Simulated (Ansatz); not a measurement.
GaN with Se replacing N: gradients before and after relaxing the atoms

Start: a supercell of GaN (wurtzite type, P6_3mc) built from a structure deposited in the COD (the entry's cell lengths or inner coordinates differ somewhat from later room-temperature determinations), with all atoms left at the host's positions.

```
Ga Se N
1.0
     6.36000    0.00000    0.00000
    -4.77000    8.26188    0.00000
     0.00000    0.00000   10.33200
Ga Se N
24 1 23
Direct
  0.16667 0.22222 0.00000
  0.16667 0.22222 0.50000
  0.16667 0.55556 0.00000
  0.16667 0.55556 0.50000
  0.16667 0.88889 0.00000
  0.16667 0.88889 0.50000
  0.66667 0.22222 0.00000
  0.66667 0.22222 0.50000
  0.66667 0.55556 0.00000
  0.66667 0.55556 0.50000
  0.66667 0.88889 0.00000
  0.66667 0.88889 0.50000
  0.33333 0.11111 0.25000
  0.33333 0.11111 0.75000
  0.33333 0.44444 0.25000
  0.33333 0.44444 0.75000
  0.33333 0.77778 0.25000
  0.33333 0.77778 0.75000
  0.83333 0.11111 0.25000
  0.83333 0.11111 0.75000
  0.83333 0.44444 0.25000
  0.83333 0.44444 0.75000
  0.83333 0.77778 0.25000
  0.83333 0.77778 0.75000
  0.16667 0.22222 0.18750
  0.16667 0.22222 0.68750
  0.16667 0.55556 0.18750
  0.16667 0.55556 0.68750
  0.16667 0.88889 0.18750
  0.16667 0.88889 0.68750
  0.66667 0.22222 0.18750
  0.66667 0.22222 0.68750
  0.66667 0.55556 0.18750
  0.66667 0.55556 0.68750
  0.66667 0.88889 0.18750
  0.66667 0.88889 0.68750
  0.33333 0.11111 0.43750
  0.33333 0.11111 0.93750
  0.33333 0.44444 0.43750
  0.33333 0.44444 0.93750
  0.33333 0.77778 0.43750
  0.33333 0.77778 0.93750
  0.83333 0.11111 0.43750
  0.83333 0.11111 0.93750
  0.83333 0.44444 0.43750
  0.83333 0.44444 0.93750
  0.83333 0.77778 0.43750
  0.83333 0.77778 0.93750
```

Atom numbers follow the list; atoms alike are taken as one site, whose name carries the number of the first.

All values are calculated (Ansatz; DFT, PBE, plane waves and PAW, scalar-relativistic, 420 eV cutoff, Γ-centred 4×3×2 k-points, Fermi–Dirac smearing 0.01 eV, cell charge +1), not measured.

The largest force at the start is 12 eV/Å. Relaxing the ions at fixed cell moves them by 0.459 Å at most (atom 1, Ga) and 0.114 Å rms.

```
site  atom  moved (Å)                  first shell before                                       first shell after  V_zz before (10²¹ V/m²)  η before
 Ga1     1      0.459       1 Se at 1.94 Å, 3 N at 1.95 Å  3 N at 1.90–1.91 Å, 1 Se at 2.32 Å; also 1 N at 2.76 Å                    -2.25      0.04
 Ga2     2      0.010                  4 N at 1.94–1.95 Å                                      4 N at 1.95–1.96 Å                    -0.85      0.09
 Ga4     4      0.047                  4 N at 1.94–1.95 Å                                      4 N at 1.92–1.94 Å                    -0.71      0.98
 Ga7     7      0.023                  4 N at 1.94–1.95 Å                                      4 N at 1.93–1.96 Å                     0.65      0.83
Ga13    13      0.273  3 N at 1.94–1.95 Å, 1 Se at 1.95 Å                      3 N at 1.89–1.90 Å, 1 Se at 2.27 Å                    -2.16      0.71
Ga14    14      0.084                  4 N at 1.94–1.95 Å                                      4 N at 1.92–1.96 Å                     0.63      0.28
Ga15    15      0.366  3 N at 1.94–1.95 Å, 1 Se at 1.95 Å                      3 N at 1.90–1.91 Å, 1 Se at 2.30 Å                    -1.86      0.43
Ga16    16      0.092                  4 N at 1.94–1.95 Å                                      4 N at 1.92–1.96 Å                     0.57      0.37
Ga17    17      0.053                  4 N at 1.94–1.95 Å                                      4 N at 1.90–1.94 Å                    -1.10      0.11
Ga19    19      0.292  3 N at 1.94–1.95 Å, 1 Se at 1.95 Å                      3 N at 1.90–1.91 Å, 1 Se at 2.28 Å                    -2.13      0.73
Ga20    20      0.086                  4 N at 1.94–1.95 Å                                      4 N at 1.92–1.96 Å                     0.62      0.29
  Se    25      0.088                 4 Ga at 1.94–1.95 Å                                     4 Ga at 2.27–2.32 Å                     0.72      0.44
 N27    27      0.031                 4 Ga at 1.94–1.95 Å                                     4 Ga at 1.90–1.95 Å                     0.60      0.48
 N31    31      0.015                 4 Ga at 1.94–1.95 Å                                     4 Ga at 1.90–1.96 Å                     0.89      0.31
 N32    32      0.027                 4 Ga at 1.94–1.95 Å                                     4 Ga at 1.91–1.93 Å                     0.33      0.33
 N40    40      0.091                 4 Ga at 1.94–1.95 Å                                     4 Ga at 1.91–1.94 Å                     0.61      0.11
```

(1) What are V_zz and η after the relaxation?

## Answers

(1) 

```csv
site,atom,V_zz after,η after,change of V_zz
Ga1,1,12.85,0.00,+15.10
Ga2,2,0.93,0.20,+1.78
Ga4,4,-1.25,0.96,-0.54
Ga7,7,1.33,0.83,+0.68
Ga13,13,8.62,0.12,+10.78
Ga14,14,-2.33,0.26,–
Ga15,15,10.91,0.05,+12.77
Ga16,16,-2.59,0.31,–
Ga17,17,1.91,0.67,+3.01
Ga19,19,8.78,0.13,+10.91
Ga20,20,-2.34,0.24,–
Se,25,-2.16,0.96,–
N27,27,1.44,0.98,–
N31,31,-2.31,0.96,-3.20
N32,32,-0.39,0.79,-0.72
N40,40,1.47,0.90,–
```

The largest change of V_zz along a kept axis is on Ga1, from -2.25 to 12.85. Small gradients that grow severalfold: Ga3 (0.43 to 1.31). In per cent, |V_zz| changes by +77 to +106 on Ga (all sites that start above 0.5, bar those whose gradient vanishes or changes sign or whose main axis turns by over 40°). Where |V_zz| stays above 0.1 and the axes keep their order, η moves most on N32, from 0.33 to 0.79. On Ga13, Ga19, Ga17, N31, Ga2, N26, N30, N36 and 1 more site (not all in the table) V_xx and V_yy change places (or their axes turn by over 50°), so the two values of η hide a larger change. V_zz changes sign on Ga1 (same axis), Ga13 (axis turned by 10°), Ga19 (axis turned by 11°), Ga15 (same axis), Ga17 (axis turned by 38°), N31 (same axis), Ga2 (same axis), N32 (axis turned by 11°) and 3 more sites (not all in the table). On Se, Ga14, Ga20, N40, N27, Ga16, Ga21, Ga23 and 24 more sites (not all in the table) the largest principal value lies along another axis in the second run, so the two V_zz can't be compared directly. The table leaves out 32 of the 48 sites, with |V_zz| up to 1.75; their tensors move by 1.75 at most along any direction. The statements above cover all sites. The host's own positions weren't relaxed first, so part of the change far from the defect can be the host's relaxation.

The defect repeats with the cell of 48 atoms, so it feels its images: sites between two images don't show the values beside a lone defect, and zeros or small values of η there can come from the images' arrangement. Ga and N carry a gradient in the pure host already, so the values there aren't the defect's effect alone. A uniform background compensates the cell's charge.
Before: The cell keeps the host's lattice, where the PBE pressure is 17 GPa (in a charged cell this depends on the convention for the mean potential). The neighbours have not yet relaxed around the defect (largest force 12 eV/Å), so the values at and beside it are those of a strained start, not of the defect in a real crystal.
After: The cell keeps the host's lattice, where the PBE pressure is 14 GPa (in a charged cell this depends on the convention for the mean potential).
